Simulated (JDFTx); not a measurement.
An input for JDFTx (a modified build) (TiAl(100), linear PCM (GLSSA13), water, 2 M KF; bohr, hartree) and the course of its log:

```
lattice \
  5.3115477048 0.0000000000 0.0000000000 \
  0.0000000000 7.6844201077 0.0000000000 \
  0.0000000000 0.0000000000 40.8180842919
coords-type Lattice
ion Al 0.0000000000 0.0000000000 -0.1263453546 0
ion Al 0.0000000000 0.0000000000 0.0000000000 0
ion Al 0.0000000000 0.0000000000 0.1263453546 0
ion Ti 0.5000000000 0.5000000000 -0.0650636570 0
ion Ti 0.5000000000 0.5000000000 0.0650636570 0
ion-species pseudo/al_pbe_v1.upf
ion-species pseudo/ti_pbe_v1.4.upf
elec-cutoff 20 100
elec-ex-corr gga-PBE
coulomb-interaction Slab 001
coulomb-truncation-embed 0 0 0
kpoint-folding 8 6 1
elec-smearing Fermi 0.01
elec-n-bands 27
target-mu -0.172354
electronic-scf nIterations 100 energyDiffThreshold 1e-07
fluid LinearPCM
pcm-variant GLSSA13
fluid-solvent H2O
fluid-cation K+ 2
fluid-anion F- 2
fluid-minimize nIterations 400 knormThreshold 1e-11
wavefunction read f0.wfns
elec-initial-eigenvals f0.eigenvals
elec-initial-fillings read f0.fillings
fluid-initial-state f0.fluidState
dump-name f0_u4.$VAR
dump End State Ecomponents EigStats BandEigs Forces ElecDensity IonicPositions Fillings Kpoints Dtot FluidDebug BoundCharge FluidDensity
```

```
[one cycle in 5 is shown, and the last three; fluid-solver lines are left out]
	FillingsUpdate:  mu: -0.172354000  nElectrons: 28.886550
SCF: Cycle:  0   G: -111.801513140923106   dG: +5.462e+00   |Residual|: 2.882e-01   |deigs|: 1.789e-05
	FillingsUpdate:  mu: -0.172354000  nElectrons: 32.517140
SCF: Cycle:  5   G: -117.231428788647492   dG: -5.458e-03   |Residual|: 3.370e-02   |deigs|: 1.707e-03
	FillingsUpdate:  mu: -0.172354000  nElectrons: 32.318411
SCF: Cycle: 10   G: -117.222423975102430   dG: +9.042e-03   |Residual|: 2.704e-02   |deigs|: 1.480e-03
	FillingsUpdate:  mu: -0.172354000  nElectrons: 30.632022
SCF: Cycle: 15   G: -116.135236576254769   dG: -4.013e-01   |Residual|: 1.429e-01   |deigs|: 2.756e-03
	FillingsUpdate:  mu: -0.172354000  nElectrons: 32.793352
SCF: Cycle: 20   G: -117.263135919290931   dG: +2.300e-03   |Residual|: 1.396e-02   |deigs|: 1.001e-03
	FillingsUpdate:  mu: -0.172354000  nElectrons: 30.033226
SCF: Cycle: 25   G: -114.925606380962108   dG: +1.446e+00   |Residual|: 2.037e-01   |deigs|: 6.797e-03
	FillingsUpdate:  mu: -0.172354000  nElectrons: 32.465533
SCF: Cycle: 30   G: -117.278765263546006   dG: -9.343e-01   |Residual|: 1.340e-02   |deigs|: 1.631e-02
	FillingsUpdate:  mu: -0.172354000  nElectrons: 25.640069
SCF: Cycle: 35   G: -101.545097932174386   dG: -3.915e-02   |Residual|: 4.615e-01   |deigs|: 5.127e-04
	FillingsUpdate:  mu: -0.172354000  nElectrons: 32.468568
SCF: Cycle: 40   G: -117.284191770092903   dG: -1.757e-01   |Residual|: 1.009e-02   |deigs|: 8.224e-03
	FillingsUpdate:  mu: -0.172354000  nElectrons: 31.728596
SCF: Cycle: 45   G: -117.168850828984219   dG: -6.607e-01   |Residual|: 5.984e-02   |deigs|: 9.599e-03
	FillingsUpdate:  mu: -0.172354000  nElectrons: 31.771645
SCF: Cycle: 50   G: -117.215380832608787   dG: -7.841e-02   |Residual|: 4.998e-02   |deigs|: 1.888e-03
	FillingsUpdate:  mu: -0.172354000  nElectrons: 31.786887
SCF: Cycle: 55   G: -117.238019847272454   dG: +4.810e-02   |Residual|: 4.069e-02   |deigs|: 4.926e-03
	FillingsUpdate:  mu: -0.172354000  nElectrons: 30.893539
SCF: Cycle: 60   G: -116.860599655375580   dG: -1.403e+00   |Residual|: 1.045e-01   |deigs|: 9.695e-03
	FillingsUpdate:  mu: -0.172354000  nElectrons: 31.812744
SCF: Cycle: 65   G: -117.239920688128635   dG: -8.000e-02   |Residual|: 4.478e-02   |deigs|: 2.983e-03
	FillingsUpdate:  mu: -0.172354000  nElectrons: 31.249114
SCF: Cycle: 70   G: -117.040008572771825   dG: +1.055e-01   |Residual|: 8.161e-02   |deigs|: 2.086e-03
	FillingsUpdate:  mu: -0.172354000  nElectrons: 29.931055
SCF: Cycle: 75   G: -115.929254051094659   dG: -6.315e-02   |Residual|: 1.691e-01   |deigs|: 4.172e-04
	FillingsUpdate:  mu: -0.172354000  nElectrons: 30.541589
SCF: Cycle: 80   G: -116.651107195343187   dG: -8.924e-01   |Residual|: 1.223e-01   |deigs|: 5.840e-03
	FillingsUpdate:  mu: -0.172354000  nElectrons: 29.881035
SCF: Cycle: 85   G: -116.096285535276877   dG: +1.048e+00   |Residual|: 1.668e-01   |deigs|: 1.037e-02
	FillingsUpdate:  mu: -0.172354000  nElectrons: 25.489313
SCF: Cycle: 90   G: -107.664451867816439   dG: +1.929e-01   |Residual|: 4.277e-01   |deigs|: 1.170e-03
	FillingsUpdate:  mu: -0.172354000  nElectrons: 33.851414
SCF: Cycle: 95   G: -116.267179362674241   dG: -2.139e-02   |Residual|: 1.333e-01   |deigs|: 7.209e-04
	FillingsUpdate:  mu: -0.172354000  nElectrons: 32.592627
SCF: Cycle: 97   G: -117.240122637289844   dG: +3.683e-02   |Residual|: 3.763e-02   |deigs|: 1.889e-03
	FillingsUpdate:  mu: -0.172354000  nElectrons: 29.029421
SCF: Cycle: 98   G: -115.166802098509351   dG: +2.073e+00   |Residual|: 2.208e-01   |deigs|: 2.693e-02
	FillingsUpdate:  mu: -0.172354000  nElectrons: 28.750508
SCF: Cycle: 99   G: -114.729956926774548   dG: +4.368e-01   |Residual|: 2.347e-01   |deigs|: 1.876e-03
SCF: None of the convergence criteria satisfied after 100 iterations.
IonicMinimize: Iter:   0  G: -114.729956926774548  |grad|_K:  0.000e+00
IonicMinimize: Converged (|grad|_K<1.000000e-04).
```

This run gave no converged result. The electronic loop ended without meeting its threshold, so the last energy, electron count and forces aren't results.
